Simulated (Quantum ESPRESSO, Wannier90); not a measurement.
# SiGe (wurtzite), plane waves to Wannier functions

Materials Project entry mp-978534; symmetrised, unrelaxed at this level. Not found in the COD (Crystallography Open Database) copy used; not checked further. Method: PBEsol plane waves in Quantum ESPRESSO 7.5 (PseudoDojo norm-conserving files, 63 Ry, spinors with spin-orbit coupling), Bloch states on a 6×6×4 mesh through Γ, Wannier90 4.0.1. Density: 12×12×6 mesh, Gaussian smearing 0.01 Ry. The gap is small at this level and was sampled on the meshes and a path alone.

On the energy scale of pw.x, whose zero is arbitrary, the valence-band maximum lies at 8.19 eV.

Input w.win:

```
num_bands = 16
num_wann = 16
exclude_bands = 1-20,37-72
spinors = true
num_iter = 1000
conv_tol = 1.0e-6
conv_window = 4
write_hr = true
write_u_matrices = true
auto_projections = true
begin unit_cell_cart
ang
    3.9044500486    0.0000000000    0.0000000000
   -1.9522250243    3.3813529299    0.0000000000
    0.0000000000    0.0000000000    6.4507800000
end unit_cell_cart
begin atoms_frac
Si  -0.3333333333  0.3333333333 -0.1253900000
Si   0.3333333333 -0.3333333333  0.3746100000
Ge  -0.3333333333  0.3333333333 -0.4996100000
Ge   0.3333333333 -0.3333333333  0.0003900000
end atoms_frac
mp_grid = 6 6 4
begin kpoints
0.0000000000 0.0000000000 0.0000000000
0.0000000000 0.0000000000 0.2500000000
0.0000000000 0.0000000000 0.5000000000
... (141 more lines: the 6x6x4 mesh through Gamma)
end kpoints
```

Input of pw2wannier90.x that gives the overlap and projection files (equivalent; here they were cut from one run over all bands):

```
&inputpp
  outdir = './out'
  prefix = 'pwscf'
  seedname = 'w'
  write_amn = .true.
  write_mmn = .true.
  scdm_proj = .true.
  scdm_entanglement = 'isolated'
/
```

Output w.wout (banner and timings cut):

```
                                    ------
                                    SYSTEM
                                    ------

                              Lattice Vectors (Ang)
                    a_1     3.904450   0.000000   0.000000
                    a_2    -1.952225   3.381353   0.000000
                    a_3     0.000000   0.000000   6.450780

                   Unit Cell Volume:      85.16529  (Ang^3)

                        Reciprocal-Space Vectors (Ang^-1)
                    b_1     1.609237   0.929093  -0.000000
                    b_2     0.000000   1.858187   0.000000
                    b_3     0.000000  -0.000000   0.974019

 *----------------------------------------------------------------------------*
 |   Site       Fractional Coordinate          Cartesian Coordinate (Ang)     |
 +----------------------------------------------------------------------------+
 | si   1  -0.33333   0.33333  -0.12539   |   -1.95223   1.12712  -0.80886    |
 | si   2   0.33333  -0.33333   0.37461   |    1.95223  -1.12712   2.41653    |
 | ge   1  -0.33333   0.33333  -0.49961   |   -1.95223   1.12712  -3.22287    |
 | ge   2   0.33333  -0.33333   0.00039   |    1.95223  -1.12712   0.00252    |
 *----------------------------------------------------------------------------*
                                ------------
                                K-POINT GRID
                                ------------

             Grid size =  6 x  6 x  4      Total points =  144

 *---------------------------------- MAIN ------------------------------------*
 |  Number of Wannier Functions               :                16             |
 |  Number of Objective Wannier Functions     :                16             |
 |  Number of input Bloch states              :                16             |
 |  Output verbosity (1=low, 5=high)          :                 1             |
 |  Timing Level (1=low, 5=high)              :                 1             |
 |  Optimisation (0=memory, 3=speed)          :                 3             |
 |  Length Unit                               :               Ang             |
 |  Post-processing setup (write *.nnkp)      :                 F             |
 |  Using Gamma-only branch of algorithms     :                 F             |
 *----------------------------------------------------------------------------*
 *------------------------------- WANNIERISE ---------------------------------*
 |  Total number of iterations                :              1000             |
 |  Number of CG steps before reset           :                 5             |
 |  Trial step length for line search         :             2.000             |
 |  Convergence tolerence                     :         0.100E-05             |
 |  Convergence window                        :                 4             |
 |  Iterations between writing output         :                 1             |
 |  Iterations between backing up to disk     :               100             |
 |  Write r^2_nm to file                      :                 F             |
 |  Write xyz WF centres to file              :                 F             |
 |  Write on-site energies <0n|H|0n> to file  :                 F             |
 |  Use guiding centre to control phases      :                 F             |
 |  Use phases for initial projections        :                 F             |
 *----------------------------------------------------------------------------*
 *-------------------------------- PLOTTING ----------------------------------*
 |  Plotting Hamiltonian in WF basis          :                 T             |
 *----------------------------------------------------------------------------*

 *---------------------------------- K-MESH ----------------------------------*
 +----------------------------------------------------------------------------+
 |                    Distance to Nearest-Neighbour Shells                    |
 |                    ------------------------------------                    |
 |          Shell             Distance (Ang^-1)          Multiplicity         |
 |          -----             -----------------          ------------         |
 |             1                   0.243505                      2            |
 |             2                   0.309698                      6            |
 |             3                   0.393964                     12            |
 |             4                   0.487010                      2            |
 |             5                   0.536412                      6            |
 |             6                   0.577141                     12            |
 |             7                   0.589095                     12            |
 |             8                   0.619396                      6            |
       ... (lines left out)
 +----------------------------------------------------------------------------+
 | The b-vectors are chosen automatically                                     |
 | The following shells are used:                       1,  2                 |
 +----------------------------------------------------------------------------+
 |                        Shell   # Nearest-Neighbours                        |
 |                        -----   --------------------                        |
 |                          1               2                                 |
 |                          2               6                                 |
 +----------------------------------------------------------------------------+
 | Completeness relation is fully satisfied [Eq. (B1), PRB 56, 12847 (1997)]  |
 +----------------------------------------------------------------------------+
 |                  b_k Vectors (Ang^-1) and Weights (Ang^2)                  |
 |                  ----------------------------------------                  |
 |            No.         b_k(x)      b_k(y)      b_k(z)        w_b           |
 |            ---        --------------------------------     --------        |
 |             1         0.000000    0.000000    0.243505     8.432468        |
 |             2         0.000000    0.000000   -0.243505     8.432468        |
 |             3         0.000000    0.309698    0.000000     3.475382        |
 |             4         0.268206    0.154849    0.000000     3.475382        |
 |             5         0.000000   -0.309698    0.000000     3.475382        |
 |             6         0.268206   -0.154849    0.000000     3.475382        |
 |             7        -0.268206   -0.154849    0.000000     3.475382        |
 |             8        -0.268206    0.154849    0.000000     3.475382        |
 +----------------------------------------------------------------------------+
 |                           b_k Directions (Ang^-1)                          |
 |                           -----------------------                          |
 |            No.           x           y           z                         |
 |            ---        --------------------------------                     |
 |             1         0.000000    0.000000    0.243505                     |
 |             2         0.000000    0.309698    0.000000                     |
 |             3         0.268206    0.154849    0.000000                     |
 |             4         0.268206   -0.154849    0.000000                     |
 +----------------------------------------------------------------------------+

 Starting a new Wannier90 calculation ...

 Reading overlaps from w.mmn

 Reading projections from w.amn

 *------------------------------- WANNIERISE ---------------------------------*
 +--------------------------------------------------------------------+<-- CONV
 | Iter  Delta Spread     RMS Gradient      Spread (Ang^2)            |<-- CONV
 +--------------------------------------------------------------------+<-- CONV

 ------------------------------------------------------------------------------
 Initial State
  WF centre and spread    1  (  1.903297,  0.351449,  2.925159 )     6.24303360
  WF centre and spread    2  ( -3.218861,  1.871158, -0.330266 )     4.35921499
  WF centre and spread    3  ( -0.678862,  1.853017, -0.228514 )     5.68725244
  WF centre and spread    4  (  3.095864, -1.777261,  2.912870 )     4.39947537
  WF centre and spread    5  ( -1.944601, -0.341251, -0.229940 )     5.61957861
  WF centre and spread    6  (  0.650993, -1.851030,  2.965476 )     6.05629034
  WF centre and spread    7  (  1.982625, -1.134541,  1.126234 )     4.84827775
  WF centre and spread    8  ( -2.000344,  1.105911, -2.346867 )     6.04445359
  WF centre and spread    9  (  1.985335, -1.116875, -0.196089 )     9.52515223
  WF centre and spread   10  ( -2.054918,  1.125120,  2.981524 )     7.80875038
  WF centre and spread   11  (  1.776767, -1.057269,  0.446315 )     8.51949676
  WF centre and spread   12  ( -1.940031,  0.729873, -3.029208 )     7.62709643
  WF centre and spread   13  ( -1.699105,  1.262341, -3.006876 )     8.22786228
  WF centre and spread   14  (  1.965935, -1.455550, -0.173868 )    13.49680001
  WF centre and spread   15  (  2.324118, -1.074655, -0.093739 )    14.18357640
  WF centre and spread   16  ( -2.050418,  1.010855,  3.548822 )    16.56145946
  Sum of centres and spreads (  0.097795, -0.498707,  7.271033 )   129.20777063

      0     0.129E+03     0.0000000000      129.2077705952  <-- CONV
        O_D=      9.2995081 O_OD=     87.3076262 O_TOT=    129.2077706 <-- SPRD
 ------------------------------------------------------------------------------
      1    -0.164E+02     5.1886535350      112.8418493938  <-- CONV
        O_D=      6.6653961 O_OD=     73.5758170 O_TOT=    112.8418494 <-- SPRD
      2    -0.873E+01     3.8179269653      104.1083739385  <-- CONV
        O_D=      5.7920953 O_OD=     65.7156423 O_TOT=    104.1083739 <-- SPRD
      3    -0.872E+01     2.8651811187       95.3845947235  <-- CONV
        O_D=      7.2736180 O_OD=     55.5103404 O_TOT=     95.3845947 <-- SPRD
      4    -0.375E+00     4.6389167048       95.0092554436  <-- CONV
        O_D=      7.1357169 O_OD=     55.2729022 O_TOT=     95.0092554 <-- SPRD
      5    -0.240E+01     3.9210942335       92.6067195497  <-- CONV
        O_D=      6.5305331 O_OD=     53.4755501 O_TOT=     92.6067195 <-- SPRD
       ... (lines left out)
     81    -0.364E-06     0.0006648161       35.0556668817  <-- CONV
        O_D=      0.0239342 O_OD=      2.4310963 O_TOT=     35.0556669 <-- SPRD
     82    -0.263E-06     0.0006834629       35.0556666191  <-- CONV
        O_D=      0.0239341 O_OD=      2.4310961 O_TOT=     35.0556666 <-- SPRD
     83    -0.276E-06     0.0004922624       35.0556663431  <-- CONV
        O_D=      0.0239341 O_OD=      2.4310959 O_TOT=     35.0556663 <-- SPRD
             <<<     Delta < 1.000E-06  over  4 iterations     >>>
             <<< Wannierisation convergence criteria satisfied >>>
 Final State
  WF centre and spread    1  (  1.952226,  0.045772,  2.837948 )     2.13333899
  WF centre and spread    2  ( -2.967977,  1.713563, -0.387442 )     2.13334000
  WF centre and spread    3  ( -0.936473,  1.713563, -0.387442 )     2.13333624
  WF centre and spread    4  (  2.967975, -1.713566,  2.837949 )     2.13333898
  WF centre and spread    5  ( -1.952225, -0.045772, -0.387442 )     2.13333770
  WF centre and spread    6  (  0.936472, -1.713562,  2.837948 )     2.13333387
  WF centre and spread    7  (  1.952225, -1.127118,  1.158813 )     2.36390311
  WF centre and spread    8  ( -1.952225,  1.127117, -2.066577 )     2.36390343
  WF centre and spread    9  (  1.952222, -0.045773, -0.387443 )     2.13333902
  WF centre and spread   10  ( -1.952167,  0.045776,  2.837923 )     2.13328300
  WF centre and spread   11  (  1.952225, -1.127117,  1.158814 )     2.36390130
  WF centre and spread   12  ( -1.952226,  1.127104, -2.066575 )     2.36389204
  WF centre and spread   13  ( -1.015785,  1.667843, -3.612813 )     2.13340783
  WF centre and spread   14  (  1.015755, -1.667794, -0.387441 )     2.13333257
  WF centre and spread   15  (  2.888698, -1.667789, -0.387441 )     2.13334007
  WF centre and spread   16  ( -2.888715,  1.667762,  2.837953 )     2.13333823
  Sum of centres and spreads (  0.000005,  0.000010,  6.436733 )    35.05566638

         Spreads (Ang^2)       Omega I      =    32.600636331
        ================       Omega D      =     0.023934095
                               Omega OD     =     2.431095918
    Final Spread (Ang^2)       Omega Total  =    35.055666343
```
